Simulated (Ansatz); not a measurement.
A plane-wave DFT run in Ansatz 0.2.0 (scalar-relativistic PAW potentials unless the input names others): input and command.

```yaml
crystal:
  lattice:
    - [0.0, 3.0690345955, 3.0690345955]
    - [3.0690345955, 0.0, 3.0690345955]
    - [3.0690345955, 3.0690345955, 0.0]
  atoms:
    - { symbol: Sn, position: [0.0, 0.0, 0.0] }
    - { symbol: Se, position: [0.5, 0.5, 0.5] }
basis:
  ecutwfc: 500
kpoints:
  mp_grid: { grid: [10, 10, 10] }
hamiltonian:
  xc: r2scan
scf:
  occupations: { method: gaussian, width: 0.02 }
  initial_density: { chi_scale: 0.0 }
output:
  forces: true
  eigenvalues: true
  stress: true
```

```bash
ansatz run input.yaml --threads 1 --pin off --max-ram 2560MiB --backend cpu --events-out ev --progress --plain --runs-dir out
```

Abridged log:
```
Pseudopotentials: kind: paw
Pseudopotential: Sn, paw, valence charge 14, recommended cutoff 500 eV (meta_gga)
Pseudopotential: Se, paw, valence charge 16, recommended cutoff 500 eV (meta_gga)
Functional definition: r2SCAN
Crystal: 2 atoms, lattice volume = 57.814 Å³
Basis set: ecut = 500 eV, 1459 PW (Γ), exchange–correlation on 128×128×128 points (64 copies of the dense FFT grid, shifted against one another)
Bands: 19, of which v1, the nominal top of the filled ones, is band 15 counted from 1 (14 counted from 0)
Symmetry: 48 space group operations
Space group: Fm-3m (ITA 225), of the structure as read, at distance tolerance 3.9e-5 Å
k-points: 47 of 1000
Initial density: superposition of atomic densities (chi_scale 0, normalization cell)
Initial wavefunctions: pseudopotential atomic-orbital guess
Functional: x = r2scan, c = r2scan; τ floored in thin density (d = 2e-4 eV/Å³)
SCF iter   1: F=—  HF=-11517.767431 eV  |F-HF|=—  |Δ(HF+E_count)|=         —  Δρ=2.72e-2  dr2=9.79e-1  dr2_τ=1.41e-2  ethr=3.10e-3  ⟨swp⟩=6.0  Hψ=4203  notcnv=0
SCF iter   2: F=—  HF=-11517.604168 eV  |F-HF|=—  |Δ(HF+E_count)|=   1.63e-1  Δρ=1.55e-2  dr2=3.13e-1  dr2_τ=3.08e-3  ethr=3.10e-3  ⟨swp⟩=2.0  Hψ=1456  notcnv=0
SCF iter   3: F=—  HF=-11517.557526 eV  |F-HF|=—  |Δ(HF+E_count)|=   4.66e-2  Δρ=3.50e-3  dr2=3.34e-3  dr2_τ=2.39e-4  ethr=1.04e-3  ⟨swp⟩=3.2  Hψ=1715  notcnv=0
SCF iter   4: F=—  HF=-11517.555143 eV  |F-HF|=—  |Δ(HF+E_count)|=   2.38e-3  Δρ=1.27e-3  dr2=6.72e-4  dr2_τ=1.43e-5  ethr=1.11e-5  ⟨swp⟩=2.0  Hψ=2162  notcnv=0
SCF iter   5: F=—  HF=-11517.555557 eV  |F-HF|=—  |Δ(HF+E_count)|=   4.14e-4  Δρ=2.12e-4  dr2=2.36e-5  dr2_τ=6.62e-7  ethr=2.24e-6  ⟨swp⟩=2.0  Hψ=1430  notcnv=0
SCF iter   6: F=—  HF=-11517.555554 eV  |F-HF|=—  |Δ(HF+E_count)|=   3.00e-6  Δρ=3.24e-5  dr2=2.55e-7  dr2_τ=1.78e-8  ethr=7.86e-8  ⟨swp⟩=2.0  Hψ=1356  notcnv=0
SCF iter   7: F=-11517.555555 eV  HF=-11517.555555 eV  |F-HF|=1.62e-8  |Δ(HF+E_count)|=   6.21e-7  Δρ=7.47e-6  dr2=4.24e-8  dr2_τ=1.74e-9  ethr=3.33e-10  ⟨swp⟩=7.0  Hψ=4538  notcnv=0
SCF 1 converged in 7 iterations: F = -11517.555555 eV  dr2 = 4.24e-8
SCF converged after 7 iterations
Free energy (F): -11517.555555 eV
Harris-Foulkes:  -11517.555555 eV  (|F-HF|=1.62e-8)
Internal energy: -11517.555555 eV  (E = F + TS)
E sigma→0 (E₀):  -11517.555555 eV
Fermi energy:    8.507044 eV
--- Forces (eV/Å), atoms counted from 1 ---
  atom   1  Sn     0.00000000     0.00000000     0.00000000
  atom   2  Se     0.00000000     0.00000000     0.00000000
--- Stress (GPa, compression-positive) ---
       -2.760284       0.000000       0.000000
        0.000000      -2.760284       0.000000
        0.000000       0.000000      -2.760284
  P = ⅓ Tr σ = -2.7603 GPa (-27.603 kbar)
```

Apart from outputs and empty bands, the input differs from a reference run on usual settings in scf.initial_density.chi_scale: not typed → 0.0. The reference, at the same geometry (not necessarily relaxed), gave pressure -2.76 GPa, largest force 0.000 eV/Å, gap on the mesh 0.20 eV. This run converged in 7 SCF iterations (reference: 6) with an energy at zero smearing within 0.01 meV/atom of the reference's, pressure -2.76 GPa, largest force 0.000 eV/Å, gap on the mesh 0.20 eV.

Time: 9 s on 1 thread of Arm Neoverse V1, on a shared host, peak memory 0.49 GiB.